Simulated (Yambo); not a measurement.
**Mg₃ZnO₄: sweep of GW parameters**

G0W0@PBEsol for Mg3ZnO4 (space group P4/mmm, No. 123) in Yambo. Reference settings: 4×4×2 Γ-centred k mesh, bands 8 to 166 and a 8 Ry block in the screening, 166 bands in G with the Bruneval-Gonze terminator, plasmon pole fitted at 27.2 eV. The PBEsol gap X → Γ on this mesh is 2.44 eV; G0W0 gaps are taken between the same points.

```csv
change from the reference,G0W0 gap X → Γ (eV),shift of the valence edge (eV),rough Yambo cost
reference settings,4.32,-1.01,1
"74 bands in W, 74 bands in G",4.65,-0.95,about 1/4
"114 bands in W, 114 bands in G",4.41,-0.98,within a factor of two
74 bands in G,4.36,-1.02,–
114 bands in G,4.34,-1.02,–
88 bands in W,4.51,-0.96,about 1/3
1 Ry block,5.83,-2.06,within a factor of two
3 Ry block,4.32,-1.13,within a factor of two
7 Ry block,4.30,-1.00,within a factor of two
no random integration,4.29,-0.89,–
4×4×1 mesh,4.29,-0.97,about 1/5
"74 bands in G, no terminator",4.12,-0.31,–
"114 bands in G, no terminator",4.17,-0.60,–
no terminator,4.20,-0.76,–
```

The reference isn't shown to be the converged limit. Costs are rough (shared machines), scaled to the same edge states, and given only for runs that recompute the screening.

Geometry of the Materials Project entry, not relaxed at this level; primitive cell a = b = 3.0262 Å, c = 8.5532 Å, α = β = γ = 90.00°.

The structure is a Materials Project entry; no match was found in the copy of COD used, and its stability was not checked.

A shift is the quasiparticle energy of the state minus its PBEsol energy.
